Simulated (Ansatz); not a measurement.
Stationary points along a deformation path in Ag

Method: DFT r2SCAN, scalar-relativistic, plane waves, PAW in Ansatz 0.2.0. Settings: plane waves to 500 eV, k-mesh 28×28×28 (Γ-centred), Gaussian smearing 0.15 eV. No spin polarisation. Energies are free energies at this smearing, counted from the undisturbed cell; pressure is positive in compression.

The starting cell (relaxed at this level):

```yaml
crystal:
  lattice:
    - [0.00000, 2.05208, 2.05208]
    - [2.05208, 0.00000, 2.05208]
    - [2.05208, 2.05208, 0.00000]
  atoms:
    - { symbol: Ag, position: [0.00000, 0.00000, 0.00000] }
```

At fixed volume and fractional coordinates, lengths along (0.000, 0.000, 1.000) are scaled against those across it; ρ is that ratio over its starting value. V = 17.283 Å³/atom. Δσ is the stress along the axis less the mean stress across it (compression positive).

```
    ρ  ΔE (meV/atom)  Δσ (GPa) space group
0.707           33.3      0.00        Im-3m
0.780           28.3      1.26       I4/mmm
0.850           17.3      2.18       I4/mmm
1.000            0.0      0.00        Fm-3m
1.200           58.1    -10.20       I4/mmm
1.300          138.5    -18.23       I4/mmm
1.414          280.0    -28.82       I4/mmm
```

Question: How does the stress give the slope of the energy, and where is the energy stationary?

Answer: Along the path d ln(length) is 2/3 d ln ρ on the axis and −1/3 d ln ρ across it, so dE/d ln ρ = −(2/3) V Δσ: the energy falls with ρ where Δσ is positive. Δσ vanishes or changes sign at ρ = 0.707 (Im-3m, an end of the scan), at 33.3 meV/atom; at ρ = 1.000 (Fm-3m), a minimum at 0.0 meV/atom. Pairs of stationary points between two samples would go unseen, and could change a minimum read from distant neighbours into a maximum. At ρ = 0.707, 1.000 the cell is cubic, where symmetry alone makes the stress isotropic and the slope zero.

In a metal these slopes depend on the k mesh and the smearing.